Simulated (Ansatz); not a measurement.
AgB4: changing the pressure

The cell as given:

```
CELL_PARAMETERS angstrom
3.03213 0.00000 0.00000
-1.51607 2.62591 0.00000
0.00000 0.00000 5.69874
ATOMIC_POSITIONS crystal
Ag 0.00000 0.00000 0.00000
B 0.33333 0.66667 0.66495
B 0.66667 0.33333 0.66495
B 0.33333 0.66667 0.33505
B 0.66667 0.33333 0.33505
```

The cell comes from a database or a generator and needn't be the stable form of this composition.

Kept alike: task relaxation of cell and atoms; functional PBE; k mesh 7 × 7 × 4; occupations fermi-dirac, width 0.05 eV; no spin polarisation. Program: Ansatz, Ansatz PAW, cutoff 420 eV. The mesh is that of the run's cell of 5 atoms. No spin-orbit coupling.

| pressure, P (GPa) | volume (Å³/atom) | first edge of the run's cell (Å) | third edge of the run's cell (Å) |
| --- | --- | --- | --- |
| 0 | 9.477 | 3.033 | 5.946 |
| 2 | 9.299 | 3.034 | 5.833 |
| 5 | 9.130 | 3.023 | 5.768 |
| 10 | 8.827 | 3.018 | 5.595 |
| 20 | 8.443 | 2.984 | 5.473 |
| 30 | 8.133 | 2.954 | 5.381 |

The relaxations keep at least the cell's symmetry (P6/mmm). For a metal such a mesh leaves the last digits unconverged. The runs follow the start's structure, whether or not it is the stable one at these pressures. Ansatz's relaxations hold a Pulay term in the stress (up to 0.3 GPa here). P is the pressure aimed at, which the runs meet within some hundredths to tenths of a GPa.

Question: What does the pressure change here?

Answer: The volume falls from 9.477 to 8.133 Å³/atom between 0 and 30 GPa. At the pressures aimed at, which the runs meet within some tenths of a GPa, the step from 0 to 5 GPa gives a mean bulk modulus near 134 GPa, the last step 267 GPa. The first edge of the run's cell runs from 2.954 (30) to 3.034 Å (2). The third edge of the run's cell falls from 5.946 to 5.381 Å between 0 and 30 GPa.
